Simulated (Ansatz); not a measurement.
Bulk modulus and its pressure derivative give the pressure that a small compression needs; a soft, simple solid makes a sensitive pressure gauge, a stiff one a good anvil or seat.

The reference row is MgO. Hydrostatic compression by 3 % of the volume (V₀/V = 1.0309), no change of phase.

Where the numbers come from (Ansatz, a plane-wave PAW program): B₀, B₀′: r²SCAN, Birch–Murnaghan fit of energy against volume; volume per atom: r²SCAN, relaxed cell.

Runs started from generated or typed cells of the structure named: MgO. Not checked to be the ambient phase: W2B (I4/mcm, tI12); Zr2Rh (I4/mcm, tI12); Na2Au (I4/mcm, tI12); AuTl2 (I4/mcm, tI12). Spin–orbit coupling is left out unless named.

Working rules: linear estimate = B₀ × compression; P = (B₀/B₀′)[(V₀/V)^B₀′ − 1]; modulus under load = B₀ + B₀′P; relative pressure = P/P_ref.

```tsv
crystal	B₀ (GPa)	B₀′	V (Å³/atom)	linear estimate (GPa)	Murnaghan pressure (GPa)	modulus there (GPa)	pressure (relative)
W2B (I4/mcm, tI12)	346	4.1	12.26	10	11.21	392	2.1
Zr2Rh (I4/mcm, tI12)	120	4.4	19.87	3.6	3.908	137	0.72
Na2Au (I4/mcm, tI12)	26.2	4.2	24.88	0.79	1.233	31.4	0.23
MgO (rock salt), reference	167	4.1	9.29	5.0	5.413	189	1.00
AuTl2 (I4/mcm, tI12)	44.1	6.1	25.57	1.3	1.475	53.1	0.27
```

Check the column «Murnaghan pressure (GPa)» against the rules: one row is wrong, and what depends on it inherits the slip. Find and correct it.

The row of Na2Au (I4/mcm, tI12) shows 1.233. From its own inputs, P = (26.2/4.2) × (1.0309^4.2 − 1) = 0.8505 GPa. Carried on: modulus there: 26.2 + 4.2 × 0.8505 = 29.8 GPa; relative pressure: 0.8505/5.413 = 0.157. The other rows agree with the rules.

With the correction: By relative pressure (highest first): W2B (I4/mcm, tI12) (2.1 ± 0.10), MgO (1.00 ± 0.050), Zr2Rh (I4/mcm, tI12) (0.72 ± 0.036), AuTl2 (I4/mcm, tI12) (0.27 ± 0.014), Na2Au (I4/mcm, tI12) (0.157 ± 0.0079). The ± follows from allowances picked for this note (B₀ 5 %, B₀′ 0.4), carried to first order and added in quadrature, each row's own inputs moving alone; ≈ joins neighbours closer than their two ± added in quadrature.

B₀′ is the least certain number of such a fit, often by half a unit. Where several phases of a formula are at hand, those over 0.1 eV/atom above the lowest were not drawn (by r²SCAN where it compared them, else by the largest value; a layered or molecular lowest phase counts only with a dispersion term); other phases could lie lower still. The rows are a sample and no shortlist: familiar crystals first, some related and some not, whatever their agreement with measurement; tables with many equal figures were not kept. Limits of the draw: no layered crystals, B₀′ of 2 to 8; no unfamiliar magnets, and cubic perovskites only if shown or known to be stable. As a rule kept out of such tables: 4f compounds, open-shell compounds run without a Hubbard term, cells found unstable in the tests at hand, cells close to a higher symmetry, and runs set to a pressure or over 12 % in volume from the crystal's fullest run.
